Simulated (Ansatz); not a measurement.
**Scan of one atom of the cell for SnO (litharge type, space group P4/nmm)**

SnO (litharge type, space group P4/nmm)

```xyz
4
Lattice="3.8362 0.0000 0.0000 0.0000 3.8362 0.0000 0.0000 0.0000 4.7574" Properties=species:S:1:pos:R:3 pbc="T T T"
Sn     1.9181     0.0000     1.1581
Sn     0.0000     1.9181     3.5993
O      0.0000     0.0000     0.0000
O      1.9181     1.9181     0.0000
```

Scan: atom 4 (O, nearest neighbour Sn at 2.241 Å; its periodic images, 3.8 Å or more away, move with it) is displaced along Cartesian [110], direction (0.707, 0.707, 0.000) in Cartesian axes, by s. The other atoms stay.

Computed with PBE-D3(BJ) (plane waves to 420 eV, PAW, scalar-relativistic; Ansatz, a program for electronic structure). k mesh 10×10×8 (Γ-centred), Fermi-Dirac smearing 0.05 eV. Energies are smeared free energies. Stress and pressure are positive under compression. With partly filled bands, energies and forces of such displacements shift with the k mesh and the smearing. F∥ is the force on the atom along that direction. At this level the bands of SnO touch or barely overlap; measurements give the solid a gap. SnO was relaxed with its symmetry unable to fall. The PAW data are Ansatz's earlier set. ΔE is measured from the undisplaced structure.

| s (Å) | ΔE (meV/cell) | P (GPa) | F∥ (eV/Å) |
|---|---|---|---|
| -0.220 | 190 | 1.4 | 1.774 |
| -0.176 | 121 | 0.9 | 1.393 |
| -0.132 | 67 | 0.5 | 1.030 |
| -0.088 | 30 | 0.2 | 0.679 |
| -0.044 | 7 | 0.1 | 0.337 |
| 0.000 | 0 | 0.0 | 0.000 |
| 0.044 | 7 | 0.1 | -0.337 |
| 0.088 | 30 | 0.2 | -0.679 |
| 0.132 | 67 | 0.5 | -1.030 |
| 0.176 | 121 | 0.9 | -1.393 |
| 0.220 | 190 | 1.4 | -1.774 |

What the scan shows:

| Property | Result |
|---|---|
| Energy at s = 0.220 Å | 190 meV/cell |
| Force along the line at s = -0.220 Å | 1.77 eV/Å |
| Symmetry of the curve | even: the same for both signs |
| Shape of the curve | a single well with its minimum at or next to zero displacement |
| Force constant k = d²E/ds² at s = 0 (finite differences) | 7.65 eV/Å² |
| Harmonic estimate at the end of the scan | ½ks² = 185 meV/cell against the computed 190 meV/cell, so the well is close to harmonic there |

The 11 points together took very roughly 5 core-minutes.

(A displaced cell: forces are minus the slopes of the energy, force constants its curvatures, and phonons follow from these.)
